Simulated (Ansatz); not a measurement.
**Surface calculation: fcc Pd (110), 6 layers**

The slab is cut from the fcc crystal, the stable phase, as relaxed on PAW files (15.36 Å³/atom), with 16 Å of vacuum and a dipole correction:

```yaml
crystal:
  lattice:
    - [2.79032, 0.00000, 0.00000]
    - [0.00000, 3.94610, 0.00000]
    - [0.00000, 0.00000, 22.97580]
  atoms:
    - { symbol: Pd, position: [0.25000, 0.25000, 0.34819] }
    - { symbol: Pd, position: [0.75000, 0.75000, 0.40892] }
    - { symbol: Pd, position: [0.25000, 0.25000, 0.46964] }
    - { symbol: Pd, position: [0.75000, 0.75000, 0.53036] }
    - { symbol: Pd, position: [0.25000, 0.25000, 0.59108] }
    - { symbol: Pd, position: [0.75000, 0.75000, 0.65181] }
```

Computed with Ansatz 0.2.0; functional PBE, scalar-relativistic. Settings: a Γ-centred 12×8×1 k mesh, Fermi–Dirac smearing of 0.1 eV, no spin polarisation. Methods: LAPW: all electrons, basis error target 1 meV/atom; PAW: frozen-core files, cutoff 420 eV.

The bulk energy comes from a cell in the slab's orientation on a 12×8×12 mesh. The surface energy is (E(slab) − N·E(bulk))/2A at zero smearing, the mean of both faces; thin slabs carry quantum-size effects.

**Question.** As cut, the LAPW slab lies 2.301 eV above 6 atoms of bulk. What surface energy is that?

**Answer.** Over two faces of 11.01 Å² it is 104.5 meV/Å², and times 16.02 J/m² per eV/Å² that gives γ = 1.674 J/m².

| method | γ as cut (J/m²) | γ relaxed (J/m²) | Φ as cut (eV) | Φ relaxed (eV) |
| --- | --- | --- | --- | --- |
| LAPW | 1.674 | ? | 4.79 | 4.78 |

**Question.** Fill in "γ relaxed (J/m²)" for the row "LAPW".

**Answer.** 1.629.

**Question.** How do the spacings between the planes relax?

**Answer.** From the bottom face up: d12 -9.0 % of 1.395 Å, d23 +3.3 % of 1.395 Å, d34 -1.3 % of 1.395 Å, d45 +3.3 % of 1.395 Å, d56 -9.0 % of 1.395 Å.

**Question.** A field of 0.2 V/Å is applied along the normal, atoms held. What follows?

**Answer.** LAPW finds an induced dipole of 0.1163 e·Å a cell (PAW 0.1163), that is 9.56 Å for 4πα over the area, against 6.80 Å between the outer atoms.

**Question.** A 3d core hole is made on one atom of each kind in every 1×1 cell (PAW hole dataset, neutral cell, valence without spin). What does it cost by layer?

**Answer.** layer 1 334.23 eV, layer 2 334.62 eV, layer 3 334.68 eV. Shifts between layers mean more than the absolute values, and a whole layer of holes screens otherwise than one hole.
